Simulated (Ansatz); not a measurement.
Ansatz (an electronic-structure program) input:

Ansatz 0.2 input:
```yaml
crystal:
  lattice:
    - [5.0578409345, 0.0, 0.0]
    - [0.0, 5.0578409345, 0.0]
    - [0.0, 0.0, 8.5957490064]
  atoms:
    - { symbol: Sn, position: [0.0020951046, 0.0020951046, 0.5] }
    - { symbol: Sn, position: [0.4979048954, 0.5020951046, 0.75] }
    - { symbol: Sn, position: [0.9979048954, 0.9979048954, 0.0] }
    - { symbol: Sn, position: [0.5020951046, 0.4979048954, 0.25] }
    - { symbol: F, position: [0.7205066715, 0.8651023556, 0.3432622679] }
    - { symbol: F, position: [0.6348976444, 0.2205066715, 0.5932622679] }
    - { symbol: F, position: [0.2794933285, 0.1348976444, 0.8432622679] }
    - { symbol: F, position: [0.3651023556, 0.7794933285, 0.0932622679] }
    - { symbol: F, position: [0.2205066715, 0.6348976444, 0.4067377321] }
    - { symbol: F, position: [0.1348976444, 0.2794933285, 0.1567377321] }
    - { symbol: F, position: [0.7794933285, 0.3651023556, 0.9067377321] }
    - { symbol: F, position: [0.8651023556, 0.7205066715, 0.6567377321] }
kpoints:
  mp_grid: { grid: [6, 6, 4] }
hamiltonian:
  xc: r2scan
  pseudopotentials: { kind: paw }
scf:
  occupations: { method: fixed }
checkpoint: { read: static.run }
output: { bader: true, populations: true }
```

Output (shortened):

```
Pseudopotential: Sn, paw, valence charge 14
Pseudopotential: F, paw, valence charge 7
Functional definition: r2SCAN
Crystal: 12 atoms, lattice volume = 219.894 Å³
Basis set: ecut = 500 eV, 5571 PW (Γ), exchange–correlation on 160×160×256 points (64 copies of the dense FFT grid, shifted against one another)
Bands: 68, of which v1, the nominal top of the filled ones, is band 56 counted from 1 (55 counted from 0)
Symmetry: 8 space group operations
Space group: P41212 (ITA 92), of the structure as read, at distance tolerance 6.0e-5 Å
k-points: 30 of 144 (time reversal used)
Stability of the state it starts from, as read at its close in the unpolarized treatment …
iter 1 solved again at ethr=4.77e-8 eV; its pass at ethr=3.10e-3 eV (dr2=5.35e-5 eV) is discarded
SCF iter   1: F=—  HF=-30638.186038 eV  |F-HF|=—  |Δ(HF+E_count)|=         —  Δρ=9.90e-7  dr2=2.53e-9  dr2_τ=1.60e-10  ethr=4.77e-8  ⟨swp⟩=4.0  Hψ=12640  notcnv=0  defer=300
preconditioner: auto → Resta (q_TF=auto, 2.438 Å⁻¹)
SCF iter   2: F=-30638.186038 eV  HF=-30638.186038 eV  |F-HF|=2.09e-9  |Δ(HF+E_count)|=   3.65e-8  Δρ=1.17e-6  dr2=2.47e-9  dr2_τ=3.56e-10  ethr=2.26e-12  ⟨swp⟩=12.2  Hψ=10603  notcnv=0
SCF 1 converged in 2 iterations: F = -30638.186038 eV  dr2 = 2.47e-9
SCF converged after 2 iterations
Free energy (F): -30638.186038 eV
Harris-Foulkes:  -30638.186038 eV  (|F-HF|=2.09e-9)
Internal energy: -30638.186038 eV  (E = F + TS)
E sigma→0 (E₀):  -30638.186038 eV
Fermi energy:    4.174175 eV
--- Per-component energies (eV) ---
  E_band       = -975.372793
  E_kinetic    = 2403.141139
  E_local      = -9541.415025  (includes V_loc(G=0)·N_el)
  E_nonlocal   = 449.694898
  E_hartree    = 4478.384028
  E_xc         = -2133.869928
  E_vxc        = -1346.624867  (∫ρ·V_xc dr)
  E_paw        = -18249.900435  (= ΣΔE_a)
  E_vpaw       = -1991.562274  (= ΣTr[D̂ρ^β])
  E_aug_tail   = 0.007933  (compensation charges beyond the density's cutoff)
  E_vtau       = 94.620455  (kinetic-family band-sum trace: ∫τ·v_τ [+ j·A + Jᵃ·Aᵃ] dr)
  E_ewald      = -8046.918795
  E_core_change = 2.690147  (= ΣΔE_core)
  E_smearing   =  0.000000  (= −TS)
  E_closure    =  0.000000  (closes the sum)
  Σ components = -30638.186038   (vs F -30638.186038, Δ=0.00e0)
  [band-id]    e_kinetic+e_local+e_nonlocal+2·e_hartree+e_vxc+e_vpaw+e_augmentation_tail+e_vtau = -975.369685   (vs E_band -975.372793, Δ=3.11e-3)
--- Band table (eV; the first three rows and the last of 30) ---
  k-point 0: bands = ["-20.1331", "-20.0065", "-20.0065", "-19.9002", "-19.8956", "-19.8549", "-19.8549", "-19.8526", "-16.6414", "-16.5984", "-16.5906", "-16.5906", "-16.5902", "-16.5830", "-16.5830", "-16.5217", "-16.5110", "-16.5105", "-16.4935", …
  k-point 1: bands = ["-20.1225", "-20.0518", "-19.9644", "-19.9056", "-19.8958", "-19.8687", "-19.8491", "-19.8465", "-16.6387", "-16.6115", "-16.5974", "-16.5921", "-16.5898", "-16.5885", "-16.5539", "-16.5186", "-16.5186", "-16.5048", "-16.4994", …
  k-point 2: bands = ["-20.0932", "-20.0932", "-19.9300", "-19.9300", "-19.8840", "-19.8840", "-19.8450", "-19.8450", "-16.6295", "-16.6295", "-16.5949", "-16.5949", "-16.5889", "-16.5889", "-16.5318", "-16.5318", "-16.5101", "-16.5101", "-16.4993", …
  k-point 29: bands = ["-19.9876", "-19.9876", "-19.9876", "-19.9876", "-19.8866", "-19.8866", "-19.8866", "-19.8866", "-16.5921", "-16.5921", "-16.5921", "-16.5921", "-16.5499", "-16.5499", "-16.5499", "-16.5499", "-16.5014", "-16.5014", "-16.5014", …
--- Löwdin populations: 12 sites ---
  site symbol       q [e]
     0     Sn     12.8475
     1     Sn     12.8475
     2     Sn     12.8475
     3     Sn     12.8475
     4      F      7.5353
     5      F      7.5353
     6      F      7.5353
     7      F      7.5353
     8      F      7.5353
     9      F      7.5353
    10      F      7.5353
    11      F      7.5353
  spilling = 0.002926 (of n_electrons = 112.000000)
--- Bader charges: 12 sites ---
  site symbol  charge [e]  shift [e]
     0     Sn      1.6082     0.0030
     1     Sn      1.6082     0.0030
     2     Sn      1.6082     0.0030
     3     Sn      1.6082     0.0030
     4      F     -0.8041     0.0015
     5      F     -0.8041     0.0015
     6      F     -0.8041     0.0015
     7      F     -0.8041     0.0015
     8      F     -0.8041     0.0015
     9      F     -0.8041     0.0015
    10      F     -0.8041     0.0015
    11      F     -0.8041     0.0015
  shift: an alarm, by how much a part of what the PAW files miss would move the charge. Where it is large, compare
  with a run on PAW files of another source; a small one proves nothing
  estimated error of the sums over rays = 2.8e-4 e
```

Cost: around 5 core-minutes (rough) on shared cores.

Space group P4_12_12. The workflow started from a Materials Project entry (that database holds measured and hypothetical structures alike); the Crystallography Open Database copy checked does not list it. COD files the formula under space group No. 15, 19, so this cell is another polymorph or a model. Its standing as an ambient phase is unchecked. Symmetry was held in the r²SCAN relaxation; its stability against distortions is not shown here. Scalar-relativistic: spin–orbit coupling is off unless named, which matters more the heavier the elements.

Potentials: the later of the program's two PAW sets.

Ansatz is a plane-wave DFT program.
